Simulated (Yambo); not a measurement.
## How GW settings move the gap: KBr

G0W0@PBEsol for KBr (rock salt, space group Fm-3m, No. 225) in Yambo. Reference settings: 4×4×4 Γ-centred k mesh, 196 bands and a 7 Ry block in the screening, 196 bands in G with the Bruneval-Gonze terminator, plasmon pole fitted at 27.2 eV. The PBEsol gap Γ → Γ on this mesh is 4.18 eV; G0W0 gaps are taken between the same points.

```
change from the reference       G0W0 gap Γ → Γ (eV)  shift of the valence edge (eV)        rough Yambo cost
------------------------------  -------------------  ------------------------------  ----------------------
reference settings                             6.77                           -1.87                       1
124 bands in W, 124 bands in G                 6.73                           -1.77  within a factor of two
70 bands in G                                  6.75                           -1.81                       –
1 Ry block                                     6.31                           -1.45  within a factor of two
3 Ry block                                     6.53                           -1.68  within a factor of two
no terminator                                  6.72                           -1.75                       –
```

The reference isn't shown to be the converged limit. Costs are rough (shared machines), scaled to the same edge states, and given only for runs that recompute the screening.

Spin-orbit coupling is included.

Geometry relaxed with PBEsol; primitive cell a = b = c = 4.6306 Å, α = β = γ = 60.00°.

A shift is the quasiparticle energy of the state minus its PBEsol energy.
